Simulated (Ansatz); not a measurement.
One crystal and one scan (scan of one atom of the cell) at two levels, PBE (plane waves to 420 eV, PAW, scalar-relativistic; Ansatz, a quantum-chemistry and plane-wave program) and r2SCAN (plane waves to 500 eV, PAW, scalar-relativistic; Ansatz), each from its own relaxed cell and on its own mesh.

The crystal is ZnO (wurtzite); one O atom of a 4-atom cell moves by s along Cartesian x, with its periodic images.

Energies are smeared free energies. ZnO was relaxed with its symmetry unable to fall. Both scans cover s from -0.200 to 0.200 Å.

```json
[
 {"quantity": "Lattice constant a (Å)", "run 1": "3.280", "run 2": "3.235"},
 {"quantity": "Lattice constant c (Å)", "run 1": "5.293", "run 2": "5.211"},
 {"quantity": "Relaxed volume (Å³/atom)", "run 1": "12.33", "run 2": "11.81"},
 {"quantity": "Band gap of the relaxed cell, no spin-orbit coupling (eV)", "run 1": "0.74", "run 2": "1.24"},
 {"quantity": "Energy at s = 0.200 Å (meV/cell)", "run 1": "150.2", "run 2": "177.7"},
 {"quantity": "Force along the line at s = -0.200 Å (eV/Å)", "run 1": "1.582", "run 2": "1.870"},
 {"quantity": "Force constant k = d²E/ds² at s = 0 (finite differences) (eV/Å²)", "run 1": "7.11", "run 2": "8.42"}
]
```

**Question.** Which run is which level?

**Answer.** Run 1 is PBE, run 2 is r2SCAN. PBE gives the higher value for: lattice constant a; lattice constant c; relaxed volume. PBE gives the lower value for: band gap of the relaxed cell, no spin-orbit coupling; energy at s = 0.200 Å; force along the line at s = -0.200 Å; force constant k = d²E/ds² at s = 0. Both give the same symmetry of the curve: even: the same for both signs.

(For displaced atoms, the force is minus the slope of the energy, and its curvature is a force constant, which sets phonon frequencies.)
